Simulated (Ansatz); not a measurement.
Relaxed candidate structures of P$_{2}$W:

A. P4₂/mnm (No. 136), tP6; a = b = 6.018 Å, c = 3.045 Å, α = β = γ = 90.00°; W 2a (0.000, 0.000, 0.000); P 4g (0.214, 0.214, 0.500)

B. Pmm2 (No. 25), oP9; a = 5.0866 Å, b = 7.9139 Å, c = 3.7846 Å, α = β = γ = 90.00°; P 1a (0.000, 0.000, 0.336); P 4i (0.288, 0.261, 0.344); P 1d (0.500, 0.500, 0.954); W 2g (0.000, 0.177, 0.841); W 1b (0.000, 0.500, 0.241)

C. Cm (No. 8), mS12; a = 8.935 Å, b = 3.155 Å, c = 7.608 Å, α = 90.00°, β = 116.72°, γ = 90.00°; P 2a (0.113, 0.000, 0.021); P 2a (0.362, 0.500, 0.982); W 2a (0.383, 0.000, 0.508); P 2a (0.164, 0.500, 0.501); P 2a (0.303, 0.500, 0.238); W 2a (0.175, 0.000, 0.750)

D. C2/m (No. 12), mS12; a = 8.4569 Å, b = 3.1477 Å, c = 7.4492 Å, α = 90.00°, β = 119.22°, γ = 90.00°; P 4i (0.139, 0.000, 0.025); P 4i (0.399, 0.000, 0.601); W 4i (0.158, 0.000, 0.706)

E. P6/mmm (No. 191), hP3; a = 4.081 Å, b = 4.081 Å, c = 2.820 Å, α = 90.00°, β = 90.00°, γ = 120.00°; P 2d (0.333, 0.667, 0.500); W 1a (0.000, 0.000, 0.000)

Task: Put the candidates in order of energy per atom, lowest first, for PBEsol (plane waves to 420 eV, PAW, scalar-relativistic; Ansatz, a first-principles code).

Result: D (reference), A (+0.40 eV/atom), C (+0.52 eV/atom), B (+0.77 eV/atom), E (+1.05 eV/atom)

The lowest structure calculated, Cmc2₁, oS12, is not among these; it lies 0.01 eV/atom below the lowest of them. Probably no minimum, since a slightly shaken restart fell lower: Pmm2, oP9 (by 0.21 eV/atom, to Pmm2). Each run could gain symmetry but not lose that of its start, so entries can be saddle points. From databases, or of a type measured for this composition: C2/m, mS12; the others are generated cells (placed on structure types, drawn at random, substituted or restacked) that were not matched to a known phase here. Static energies at zero pressure. Each cell has its own k-point mesh; energy differences are given only to the digits this allows. No spin polarisation in the result.
